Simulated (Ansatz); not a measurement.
# Run on GdAg₂ (I4/mmm) — field of 300 T on the spins

These are results of Ansatz, DFT, PBEsol, all-electron LAPW, scalar-relativistic, not measurements.

Command: `ansatz run input.yaml --threads 2 --pin off --max-ram 6144MiB --backend cpu --events-out ev --progress --plain --runs-dir out`

```yaml
crystal:
  lattice:
    - [-1.8715, 1.8715, 4.676]
    - [1.8715, -1.8715, 4.676]
    - [1.8715, 1.8715, -4.676]
  atoms:
    - { symbol: Gd, position: [0.0, 0.0, 0.0], spin: 7.0 }
    - { symbol: Ag, position: [0.327, 0.327, 0.0] }
    - { symbol: Ag, position: [0.673, 0.673, 0.0] }
magnetization:
  spin_polarized: true
  magnetic_field: 300
kpoints:
  mp_grid: { grid: [13, 13, 13] }
scf:
  occupations: { method: fermi_dirac, width: 0.05 }
  convergence: { dr2_threshold: 1.0e-10 }
hamiltonian:
  xc: pbesol
  pseudopotentials: { kind: all_electron, lapw: { basis_error: 0.001 } }
output:
  forces: true
  stress: true
  eigenvalues: false
```

Output:

```
settings of this run that can trade accuracy for cost: output.eigenvalues: false. Do not mix this run's numbers with those of runs without the same settings; the input reference describes each key
LAPW: plane waves up to 7.607 Å⁻¹, error target 1.0e-3 eV per atom; small_component_spin mean_spin; Ag in spheres of 1.499 Å, 19 of its electrons in bands, Dirac shells []; Gd in spheres of 1.559 Å, 34 of its electrons in bands, Dirac shells [] (how accurate: hamiltonian.pseudopotentials.lapw.basis_error, Limitations)
Engine: ansatz 0.2.0
Pseudopotentials: kind: all_electron
Pseudopotential: Gd, LAPW, valence charge 34, lapw/all_electron/scalar/gaussian/Gd, Koelling and Harmon's equation, gaussian nucleus
Pseudopotential: Ag, LAPW, valence charge 19, lapw/all_electron/scalar/gaussian/Ag, Koelling and Harmon's equation, gaussian nucleus
Functional definition: PBEsol
  exchange = pbesol_x
  correlation = pbesol_c
Crystal: 3 atoms, lattice volume = 65.511 Å³
Basis set: ecut = 220.47065648163235 eV, 487 PW (Γ), FFT grids on a1+a3, a2+a3, a3, exchange–correlation at level 2
Bands: 48, of which v1, the nominal top of the filled ones, is band 36 counted from 1 (35 counted from 0)
Symmetry: 16 space group operations
Space group: I4/mmm (ITA 139), of the structure as read, at distance tolerance 4.0e-5 Å
Magnetic group: BNS 139.531 (UNI 1191), of the structure as read, at distance tolerance 4.0e-5 Å
k-points: 196 of 2197
Non-local potential: Gd, projectors of the file, none
Non-local potential: Ag, projectors of the file, none
Initial density: superposition of atomic densities (chi_scale 0.1, normalization cell, long waves kept (reshape's long-wave potential 0.00 eV rms))
Starting moments: Σ|m| = 7 μB on 1 of 3 sites
Magnetic field: 300 T along the axis of the moments, on the spin alone (17.3651 meV per μB along it)
Initial wavefunctions: plane waves of lowest kinetic energy (no species holds an atomic orbital)
Functional: x = pbesol(κ = 0.804, μ = 0.12345679012345678), c = pbesol(β = 0.046)
iter 1 solved again at ethr=5.82e-3 eV; its pass at ethr=1.00e-1 eV (dr2=4.19e0 eV) is discarded
SCF iter   1: F=—  HF=-595768.057224 eV  |F-HF|=—  |Δ(HF+E_count)|=         —  Δρ=3.55e-2 (↑1.64e-2 ↓3.55e-2)  dr2=4.19e0  dr2_m=1.36e-1  M=6.096 μB ∫|m|=6.096 μB  β_m=0.30  ethr=5.82e-3  ⟨swp⟩=2.0  Hψ=121523  notcnv=0
preconditioner: auto → Kerker (q_TF=auto, 2.772 Å⁻¹)  [metal: Δε(μ)=0.000 eV  Ē_g=9.958 eV  σ=0.050 eV  W_gap=0.00  n_scr=32 (ndim 8)  ℏωp=28.3 eV  f_vac=0.000  D(μ)=14.67/eV (n_scr^D=292)]
spin=Collinear: Kerker preconditioning applied to the charge; magnetization (m = ρ↑ − ρ↓) channel mixes plain (no charge-response kernel on spin).
SCF iter   2: F=—  HF=-595769.003201 eV  |F-HF|=—  |Δ(HF+E_count)|=   9.46e-1  Δρ=1.97e-2 (↑1.97e-2 ↓1.46e-2)  dr2=1.83e0  dr2_m=5.43e-3  M=6.655 μB ∫|m|=6.664 μB  β_m=0.30  ethr=5.82e-3  ⟨swp⟩=2.4  Hψ=57827  notcnv=0
iter 3 solved again at ethr=2.17e-4 eV; its pass at ethr=2.54e-3 eV (dr2=1.57e-1 eV) is discarded
SCF iter   3: F=—  HF=-595766.223892 eV  |F-HF|=—  |Δ(HF+E_count)|=    2.78e0  Δρ=1.16e-2 (↑5.41e-3 ↓1.16e-2)  dr2=1.56e-1  dr2_m=2.80e-2  M=7.174 μB ∫|m|=7.192 μB  β_m=1.00  ethr=2.17e-4  ⟨swp⟩=2.0  Hψ=92346  notcnv=0
SCF iter   4: F=—  HF=-595766.105611 eV  |F-HF|=—  |Δ(HF+E_count)|=   1.18e-1  Δρ=4.35e-3 (↑4.17e-3 ↓4.35e-3)  dr2=7.33e-2  dr2_m=3.31e-5  M=7.192 μB ∫|m|=7.220 μB  β_m=1.00  ethr=2.17e-4  ⟨swp⟩=2.0  Hψ=55780  notcnv=0
SCF iter   5: F=—  HF=-595766.178232 eV  |F-HF|=—  |Δ(HF+E_count)|=         —  Δρ=1.12e-2 (↑3.90e-3 ↓1.12e-2)  dr2=1.78e-1  dr2_m=2.72e-2  M=6.726 μB ∫|m|=6.760 μB  β_m=0.30  ethr=1.02e-4  ⟨swp⟩=2.0  Hψ=57623  notcnv=0
the basis was enlarged: its passes take 650.0 KiB over the memory plan, 2 of 2 planned eigensolver slots
SCF iter   6: F=—  HF=-595766.082506 eV  |F-HF|=—  |Δ(HF+E_count)|=   9.57e-2  Δρ=3.96e-3 (↑1.69e-3 ↓3.96e-3)  dr2=3.15e-2  dr2_m=2.14e-3  M=7.183 μB ∫|m|=7.210 μB  β_m=1.00  ethr=1.02e-4  ⟨swp⟩=2.2  Hψ=57117  notcnv=0
SCF iter   7: F=—  HF=-595766.071472 eV  |F-HF|=—  |Δ(HF+E_count)|=   1.10e-2  Δρ=1.63e-3 (↑1.55e-3 ↓1.63e-3)  dr2=1.59e-2  dr2_m=2.36e-6  M=7.188 μB ∫|m|=7.217 μB  β_m=1.00  ethr=4.38e-5  ⟨swp⟩=2.0  Hψ=54033  notcnv=0
SCF iter   8: F=—  HF=-595766.062115 eV  |F-HF|=—  |Δ(HF+E_count)|=   9.36e-3  Δρ=1.02e-3 (↑1.02e-3 ↓8.30e-4)  dr2=6.16e-3  dr2_m=8.13e-6  M=7.180 μB ∫|m|=7.210 μB  β_m=0.30  ethr=2.20e-5  ⟨swp⟩=2.0  Hψ=53125  notcnv=0
Mixer restart at iter 8: flushing history
spin-set hold released at iteration 8 (site moments contracting): the magnetisation degrees of freedom join the quasi-Newton model from the next iteration; the mixer history was flushed
SCF iter   9: F=—  HF=-595766.056617 eV  |F-HF|=—  |Δ(HF+E_count)|=   5.50e-3  Δρ=1.12e-3 (↑7.77e-4 ↓1.12e-3)  dr2=4.60e-4  dr2_m=5.00e-4  M=7.120 μB ∫|m|=7.151 μB  β_m=0.24  ethr=8.55e-6  ⟨swp⟩=2.0  Hψ=54270  notcnv=0
SCF iter  10: F=—  HF=-595766.054838 eV  |F-HF|=—  |Δ(HF+E_count)|=   1.78e-3  Δρ=6.40e-4 (↑6.40e-4 ↓2.90e-4)  dr2=7.27e-4  dr2_m=8.16e-5  M=7.150 μB ∫|m|=7.180 μB  β_m=0.37  ethr=6.38e-7  ⟨swp⟩=2.5  Hψ=56228  notcnv=0
SCF iter  11: F=—  HF=-595766.054817 eV  |F-HF|=—  |Δ(HF+E_count)|=   2.13e-5  Δρ=3.54e-4 (↑3.47e-4 ↓3.54e-4)  dr2=6.22e-5  dr2_m=6.26e-5  M=7.135 μB ∫|m|=7.165 μB  β_m=0.44  ethr=6.38e-7  ⟨swp⟩=2.0  Hψ=54636  notcnv=0
SCF iter  12: F=—  HF=-595766.054764 eV  |F-HF|=—  |Δ(HF+E_count)|=   5.31e-5  Δρ=1.54e-4 (↑1.33e-4 ↓1.54e-4)  dr2=1.98e-5  dr2_m=8.42e-6  M=7.136 μB ∫|m|=7.165 μB  β_m=0.72  ethr=8.64e-8  ⟨swp⟩=2.0  Hψ=54836  notcnv=0
SCF iter  13: F=—  HF=-595766.054732 eV  |F-HF|=—  |Δ(HF+E_count)|=   3.15e-5  Δρ=1.05e-4 (↑5.87e-5 ↓1.05e-4)  dr2=5.19e-5  dr2_m=6.36e-7  M=7.141 μB ∫|m|=7.169 μB  β_m=0.57  ethr=2.75e-8  ⟨swp⟩=2.6  Hψ=55281  notcnv=0
SCF iter  14: F=—  HF=-595766.054729 eV  |F-HF|=—  |Δ(HF+E_count)|=   3.34e-6  Δρ=1.16e-4 (↑3.79e-5 ↓1.16e-4)  dr2=3.20e-5  dr2_m=2.06e-6  M=7.141 μB ∫|m|=7.170 μB  β_m=0.52  ethr=2.75e-8  ⟨swp⟩=2.0  Hψ=54750  notcnv=0
SCF iter  15: F=—  HF=-595766.054719 eV  |F-HF|=—  |Δ(HF+E_count)|=   9.74e-6  Δρ=8.48e-5 (↑2.66e-5 ↓8.48e-5)  dr2=1.54e-5  dr2_m=1.24e-6  M=7.141 μB ∫|m|=7.169 μB  β_m=0.55  ethr=2.75e-8  ⟨swp⟩=2.0  Hψ=54740  notcnv=0
SCF iter  16: F=—  HF=-595766.054710 eV  |F-HF|=—  |Δ(HF+E_count)|=   9.06e-6  Δρ=2.43e-5 (↑8.82e-6 ↓2.43e-5)  dr2=1.04e-6  dr2_m=1.26e-7  M=7.140 μB ∫|m|=7.168 μB  β_m=0.61  ethr=2.14e-8  ⟨swp⟩=2.0  Hψ=54749  notcnv=0
SCF iter  17: F=—  HF=-595766.054710 eV  |F-HF|=—  |Δ(HF+E_count)|=   7.81e-7  Δρ=1.90e-6 (↑1.75e-6 ↓1.90e-6)  dr2=1.65e-8  dr2_m=4.73e-10  M=7.139 μB ∫|m|=7.168 μB  β_m=0.81  ethr=1.44e-9  ⟨swp⟩=2.0  Hψ=54770  notcnv=0
SCF iter  18: F=—  HF=-595766.054710 eV  |F-HF|=—  |Δ(HF+E_count)|=   5.24e-9  Δρ=9.28e-7 (↑9.10e-7 ↓9.28e-7)  dr2=6.48e-9  dr2_m=5.69e-12  M=7.139 μB ∫|m|=7.168 μB  β_m=0.90  ethr=2.30e-11  ⟨swp⟩=2.1  Hψ=54806  notcnv=0
SCF iter  19: F=—  HF=-595766.054710 eV  |F-HF|=—  |Δ(HF+E_count)|=    0.00e0  Δρ=3.65e-7 (↑2.73e-7 ↓3.65e-7)  dr2=4.63e-10  dr2_m=9.47e-12  M=7.139 μB ∫|m|=7.168 μB  β_m=0.95  ethr=9.01e-12  ⟨swp⟩=2.0  Hψ=54775  notcnv=0
SCF iter  20: F=—  HF=-595766.054710 eV  |F-HF|=—  |Δ(HF+E_count)|=   1.05e-9  Δρ=1.98e-7 (↑6.95e-8 ↓1.98e-7)  dr2=1.07e-10  dr2_m=6.11e-12  M=7.139 μB ∫|m|=7.168 μB  β_m=0.69  ethr=8.03e-12 (applied; sched 1.00e-12)  ⟨swp⟩=2.0  Hψ=54775  notcnv=0
SCF iter  21: F=-595766.054710 eV  HF=-595766.054710 eV  |F-HF|=1.16e-10  |Δ(HF+E_count)|=  3.49e-10  Δρ=5.75e-8 (↑2.92e-8 ↓5.75e-8)  dr2=9.74e-12  dr2_m=5.14e-13  M=7.139 μB ∫|m|=7.168 μB  ethr=8.03e-12 (applied; sched 1.00e-12)  ⟨swp⟩=2.0  Hψ=54775  notcnv=0
SCF 1 converged in 21 iterations: F = -595766.054710 eV  dr2 = 9.74e-12
SCF converged after 21 iterations
Magnetization: 7.1394 μB (39.5697 up, 32.4303 down)
Absolute magnetization: 7.1681 μB (∫|ρ↑−ρ↓|)
Spin contamination: 0.0161 ħ² per cell (⟨S²⟩ above its minimum at these occupations)
Per-site moments (μB) at R_I (Å): [(7.028871913515189, 1.5587079356415576), (0.009060849501338453, 1.4993960187891413), (0.009060849501338453, 1.4993960187891413)]
Free energy (F): -595766.054710 eV
Harris-Foulkes:  -595766.054710 eV  (|F-HF|=1.16e-10)
Internal energy: -595766.040573 eV  (E = F + TS)
E sigma→0 (E₀):  -595766.047641 eV
Entropy (-TS):   -0.014136 eV (-4.712 meV/atom)
Fermi energy:    16.966427 eV
--- Per-component energies (eV) ---
  E_band       = -3189.547075
  E_kinetic    = 635559.648204
  E_xc         = -14692.998735
  E_zeeman     = -0.123977  (= −μ_B·B·M)
  E_electrostatic = -1216632.566066  (all electrons and nuclei)
  E_smearing   = -0.014136  (= −TS)
  E_closure    = 0.000000  (closes the sum)
  E_atoms      = -595744.027266  (free atoms, spherical and without spin; not in F)
  Σ components = -595766.054710   (vs F -595766.054710, Δ=0.00e0)
  Basis errors (estimates in eV, not in F): energy 2.7e-4 per atom: plane waves 2.2e-4 (1.1e-4 summed), levels above the bands 3.1e-69, relativity 9.5e-8, radial functions 5.6e-5, core shells 2.5e-7; eigenvalues (radial functions only) 1.0e-6; not estimated: angular momenta, meshes, grids; target (lapw.basis_error) 1.0e-3; muffin-tin radii Ag 1.499 Å, Gd 1.559 Å
--- Forces (eV/Å), atoms counted from 1 ---
  atom   1  Gd    -0.00000000     0.00000000     0.00000000
  atom   2  Ag    -0.00000000    -0.00000000     0.00499244
  atom   3  Ag     0.00000000    -0.00000000    -0.00499244
  max |Σ_I F_I| component: 2.43e-17 eV/Å
--- Stress (GPa, compression-positive) ---
       -2.899907      -0.000000       0.000000
       -0.000000      -2.899907       0.000000
        0.000000       0.000000      -3.182809
  P = ⅓ Tr σ = -2.9942 GPa (-29.942 kbar)
settings of this run that can trade accuracy for cost: output.eigenvalues: false. Do not mix this run's numbers with those of runs without the same settings; the input reference describes each key
```

Site moments (μB): Gd1 7.03, Ag2 0.01, Ag3 0.01. Cell moment 7.14 μB.

The magnetic group in the log treats spin as a scalar label, without spin–orbit coupling.

Without U a semilocal functional puts the f levels too near the Fermi level, which can change moments and the order of magnetic states; site and cell moments are spin moments. Spin–orbit coupling is left out although heavy atoms are present. With open f shells a run can end in a state that isn't the lowest. None of this fixes the real material's magnetic order: only patterns that fit the cell were computed, without spin fluctuations and on one mesh and smearing, with a functional that can overstate moments.

It took 3.8 min on 2 threads of Arm Neoverse V1 (shared host), peak memory 1.9 GiB.
